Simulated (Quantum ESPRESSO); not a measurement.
# Computed records: Ga3SiNO5 (made-up cell)

Calculation on a made-up crystal cell, not a measurement: periodic Kohn-Sham density functional theory in plane waves with PseudoDojo standard norm-conserving scalar-relativistic pseudopotentials, each functional with its own files (v0.5 for PBE, v0.4.1 for LDA and PBEsol), no spin polarisation, no spin-orbit coupling, atoms not relaxed, stress positive in tension, energies less a fixed whole-eV offset for each atom's element; levels are Kohn-Sham levels at fractions of this cell's reciprocal vectors, counted from the reference band (half the neutral cell's valence electrons, rounded up) at Gamma; error bars cover cutoff and k-mesh only, not smearing or the files; each bar is the largest change over components, and at least 0.002 eV, 0.002 eV per angstrom or 0.02 GPa; added strain carries the atoms with the cell, and shear is the tensor component; no dispersion term; energies are for the whole cell, and the offsets were chosen from early runs and are not element reference energies. Program: Quantum ESPRESSO 7.5.

Settings shared by all entries: lattice type corundum; functional pbe; cutoff 1143 eV; fermi dirac smearing 0.025 eV; scf tolerance 1e-07 eV; electrons removed 0; added strain kind biaxial xx and yy; k mesh 6 x 5 x 5, shifted by half a step.

```json
{"entry": 1, "formula": "Ga3SiNO5", "kind": "made-up cell", "unstrained_structure": {"cell_angstrom": [[2.3791, 1.3393, 4.4739], [-2.5148, 1.4251, 4.5219], [0.0065, -3.017, 4.5791]], "atoms_fractional": [["Ga", 0.40458, 0.32644, 0.30662], ["Ga", 0.12282, 0.14975, 0.1519], ["Ga", 0.63408, 0.66517, 0.66598], ["Si", 0.84777, 0.85593, 0.8706], ["O", 0.55502, 0.94166, 0.25194], ["O", 0.26643, 0.56328, 0.93641], ["O", 0.95071, 0.24334, 0.58703], ["O", 0.38644, 0.06006, 0.74602], ["N", 0.74233, 0.43334, 0.07595], ["O", 0.07864, 0.75593, 0.46248]]}, "given": {"added_strain": 0.0127, "structure_shown": "before the added strain of 0.0127", "atom_site": [1, 2, 3, 4, 5, 6, 7, 8, 9, 10], "atom_energy_offset [eV]": [-2080, -2080, -2080, -115, -452, -452, -452, -452, -283, -452]}, "results": {"free_energy_less_offsets [eV]": 5.929, "scf_iterations": 13, "smearing_term_minus_ts [eV]": 0.0, "pressure [GPa]": 1.243, "stress_xx [GPa]": -3.458, "stress_yy [GPa]": 5.291, "stress_zz [GPa]": -5.562, "stress_yz [GPa]": -8.298, "stress_xz [GPa]": -6.032, "stress_xy [GPa]": -5.337, "force_site": [1, 2, 3, 4, 5, 6, 7, 8, 9, 10], "force_x [eV/angstrom]": [-3.099, 0.8827, 2.428, 1.65, 1.858, -3.046, -0.08059, 1.567, -0.9799, -1.179], "force_y [eV/angstrom]": [-4.226, -0.008271, 0.9983, 0.5147, 2.332, -2.036, -1.405, 0.1754, 5.494, -1.84], "force_z [eV/angstrom]": [0.4691, -0.4694, 0.6963, -0.6647, -1.537, -2.682, -2.372, 3.071, 3.678, -0.1904], "reference_band": 39, "level_k_point": ["Gamma", "(1/2,1/2,1/2)", "(0.15,0,0)", "(0,0.15,0)", "(0,0,0.15)"], "next_band_up [eV]": [1.083, 3.145, 1.756, 1.736, 1.742], "error_bar_energy [eV]": 0.002819, "error_bar_stress [GPa]": 0.02, "error_bar_force [eV/angstrom]": 0.002, "error_bar_next_band_up [eV]": 0.002, "error_bars_from": "tighter rerun of a related cell"}}
{"entry": 2, "formula": "Ga3SiNO5", "kind": "made-up cell", "unstrained_structure": {"cell_angstrom": [[2.3791, 1.3393, 4.4739], [-2.5148, 1.4251, 4.5219], [0.0065, -3.017, 4.5791]], "atoms_fractional": [["Ga", 0.40458, 0.32644, 0.30662], ["Ga", 0.12282, 0.14975, 0.1519], ["Ga", 0.63408, 0.66517, 0.66598], ["Si", 0.84777, 0.85593, 0.8706], ["O", 0.55502, 0.94166, 0.25194], ["O", 0.26643, 0.56328, 0.93641], ["O", 0.95071, 0.24334, 0.58703], ["O", 0.38644, 0.06006, 0.74602], ["N", 0.74233, 0.43334, 0.07595], ["O", 0.07864, 0.75593, 0.46248]]}, "given": {"added_strain": 0.0222, "structure_shown": "before the added strain of 0.0222", "atom_site": [1, 2, 3, 4, 5, 6, 7, 8, 9, 10], "atom_energy_offset [eV]": [-2080, -2080, -2080, -115, -452, -452, -452, -452, -283, -452]}, "results": {"stress_yz [GPa]": null}}
{"entry": 3, "formula": "Ga3SiNO5", "kind": "made-up cell", "unstrained_structure": {"cell_angstrom": [[2.3791, 1.3393, 4.4739], [-2.5148, 1.4251, 4.5219], [0.0065, -3.017, 4.5791]], "atoms_fractional": [["Ga", 0.40458, 0.32644, 0.30662], ["Ga", 0.12282, 0.14975, 0.1519], ["Ga", 0.63408, 0.66517, 0.66598], ["Si", 0.84777, 0.85593, 0.8706], ["O", 0.55502, 0.94166, 0.25194], ["O", 0.26643, 0.56328, 0.93641], ["O", 0.95071, 0.24334, 0.58703], ["O", 0.38644, 0.06006, 0.74602], ["N", 0.74233, 0.43334, 0.07595], ["O", 0.07864, 0.75593, 0.46248]]}, "given": {"added_strain": 0.0246, "structure_shown": "before the added strain of 0.0246", "atom_site": [1, 2, 3, 4, 5, 6, 7, 8, 9, 10], "atom_energy_offset [eV]": [-2080, -2080, -2080, -115, -452, -452, -452, -452, -283, -452]}, "results": {"stress_xy [GPa]": null, "stress_zz [GPa]": null, "pressure [GPa]": null}}
```

Q: Give the missing stress yz for Ga3SiNO5 (made-up cell) (entry 2).
A: -7.662 GPa

Q: Ga3SiNO5 (made-up cell) (entry 3): stress xy?
A: -5.131 GPa

Q: Ga3SiNO5 (made-up cell) (entry 3): stress zz?
A: -2.999 GPa

Q: Give the missing pressure for Ga3SiNO5 (made-up cell) (entry 3).
A: -3.346 GPa

Q: Give the table of levels values for Ga3SiNO5 (made-up cell) (entry 3).
A: 
Levels:
```tsv
level k point	next band up (eV)
Gamma	0.872
(1/2,1/2,1/2)	2.973
(0.15,0,0)	1.568
(0,0.15,0)	1.546
(0,0,0.15)	1.551
```

Further results for Ga3SiNO5 (made-up cell) (entry 2):

* free energy less offsets: 5.966 eV
* scf iterations: 13
* smearing term minus ts: 0 eV
* pressure: -2.464 GPa
* stress xx: 1.011 GPa
* stress yy: 9.869 GPa
* stress zz: -3.49 GPa
* stress xz: -5.656 GPa
* stress xy: -5.169 GPa
* reference band: 39
* error bar energy: 0.002819 eV
* error bar stress: 0.02 GPa
* error bar force: 0.002 eV/Å
* error bar next band up: 0.002 eV
* error bars from: tighter rerun of a related cell

Forces:
```tsv
site	x (eV/Å)	y (eV/Å)	z (eV/Å)
1	-2.914	-4.004	0.536
2	0.7793	-0.0698	-0.5766
3	2.281	0.8522	0.618
4	1.613	0.5056	-0.6033
5	1.732	2.301	-1.446
6	-2.91	-1.92	-2.509
7	-0.09286	-1.35	-2.281
8	1.623	0.1944	2.948
9	-0.8595	5.239	3.504
10	-1.252	-1.748	-0.1909
```

Levels:
```tsv
level k point	next band up (eV)
Gamma	0.9144
(1/2,1/2,1/2)	3.008
(0.15,0,0)	1.606
(0,0.15,0)	1.584
(0,0,0.15)	1.589
```

Further results for Ga3SiNO5 (made-up cell) (entry 3):

* free energy less offsets: 5.984 eV
* scf iterations: 13
* smearing term minus ts: 0 eV
* stress xx: 2.081 GPa
* stress yy: 10.96 GPa
* stress yz: -7.506 GPa
* stress xz: -5.568 GPa
* reference band: 39
* error bar energy: 0.002819 eV
* error bar stress: 0.02 GPa
* error bar force: 0.002 eV/Å
* error bar next band up: 0.002 eV
* error bars from: tighter rerun of this cell

Forces:
```tsv
site	x (eV/Å)	y (eV/Å)	z (eV/Å)
1	-2.867	-3.949	0.5511
2	0.754	-0.0855	-0.6016
3	2.245	0.8171	0.5996
4	1.604	0.5039	-0.5885
5	1.7	2.294	-1.423
6	-2.876	-1.892	-2.466
7	-0.09641	-1.337	-2.258
8	1.638	0.1973	2.917
9	-0.8314	5.176	3.46
10	-1.27	-1.725	-0.1908
```
